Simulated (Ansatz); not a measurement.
C:
Space group Imma (No. 74); a = 4.8911 Å, b = 7.7997 Å, c = 3.3106 Å, α = 90.00°, β = 90.00°, γ = 90.00°

```tsv
atom	site	symmetry	x	y	z
C	8g	.2.	0.2500	0.6613	0.2500
C	8h	m..	0.0000	0.5727	0.1228
```
(The calculation used a cell of 8 atoms; values per cell refer to that cell.)

Relaxed with PBE.

### Question
Which orbitals make up the states near the Fermi level in plane-wave PAW PBE (Ansatz code)?

### Answer
Within 0.5 eV of the Fermi level: C 2p 95 %. Projections are on Löwdin-orthogonalised atomic valence shells; empty p or d shells of many metals are not among them.

### Question
Tabulate the density of states.

### Answer
States/eV per cell of 8 atoms, in 0.25 eV bins, energy from the Fermi level.

```tsv
E (eV)	total	C 2p	C 2s
-7.85	1.74	1.56	0.17
-7.60	2.92	2.64	0.25
-7.35	2.38	2.18	0.19
-7.10	2.17	2.00	0.15
-6.85	2.47	2.28	0.17
-6.60	2.84	2.64	0.18
-6.35	2.61	2.44	0.15
-6.10	3.23	3.05	0.16
-5.85	3.32	3.18	0.12
-5.60	3.38	3.27	0.10
-5.35	3.22	3.11	0.10
-5.10	2.55	2.45	0.09
-4.85	2.27	2.19	0.07
-4.60	2.25	2.18	0.06
-4.35	1.98	1.92	0.05
-4.10	2.40	2.34	0.05
-3.85	2.03	1.98	0.04
-3.60	1.66	1.62	0.03
-3.35	1.48	1.45	0.03
-3.10	1.36	1.33	0.03
-2.85	1.48	1.44	0.03
-2.60	1.45	1.42	0.03
-2.35	1.77	1.73	0.03
-2.10	1.67	1.64	0.03
-1.85	1.74	1.71	0.02
-1.60	1.36	1.33	0.02
-1.35	1.47	1.43	0.03
-1.10	2.42	2.36	0.05
-0.85	2.25	2.18	0.05
-0.60	1.31	1.26	0.03
-0.35	0.87	0.83	0.03
-0.10	0.32	0.31	0.01
0.15	0.20	0.19	0.01
0.40	0.41	0.38	0.02
0.65	0.51	0.49	0.02
0.90	1.03	0.97	0.04
1.15	1.63	1.54	0.06
1.40	2.61	2.46	0.09
1.65	1.20	1.13	0.05
1.90	0.54	0.50	0.03
2.15	0.55	0.51	0.03
2.40	0.58	0.53	0.03
2.65	0.92	0.84	0.05
2.90	1.42	1.30	0.07
3.15	1.87	1.72	0.08
3.40	1.40	1.28	0.06
3.65	0.86	0.79	0.04
3.90	1.87	1.69	0.09
4.15	2.23	2.00	0.12
4.40	1.63	1.46	0.09
4.65	1.37	1.23	0.07
```

The start of the workflow was typed in or built on a structure type; neither database checked (COD, Materials Project) lists it. It is not the phase usual at ambient conditions (space group No. 194, 227). The cell was relaxed with PBE under the symmetry of its start; whether a distortion lowers the energy is not shown.

Potentials: the earlier of the program's two PAW sets.
